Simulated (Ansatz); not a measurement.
# Ti (fcc): energy against volume

All numbers below come from DFT, BLYP, plane waves (420 eV) with PAW, scalar-relativistic in Ansatz. The PAW files were generated under PBE, with cores re-solved for the functional.

The cell is scaled uniformly from the relaxed one, with fractional coordinates and shape fixed. Energies are extrapolated to zero smearing, pressures are those at the given smearing. Magnetic state: spin not included.

A Birch-Murnaghan fit gives V₀ = 17.77 Å³/atom, B₀ = 102 GPa, B₀′ = 3.6.

(1) What are the energy above the minimum and the pressure at 17.111 Å³/atom?

(2) What are the energy above the minimum and the pressure at 19.250 Å³/atom?

(3) What are the energy above the minimum and the pressure at 19.963 Å³/atom?

## Answers

(1) 8.2 meV/atom and 4.42 GPa as computed.

(2) 34.6 meV/atom and -6.71 GPa as computed.

(3) 71.7 meV/atom and -9.24 GPa as computed.
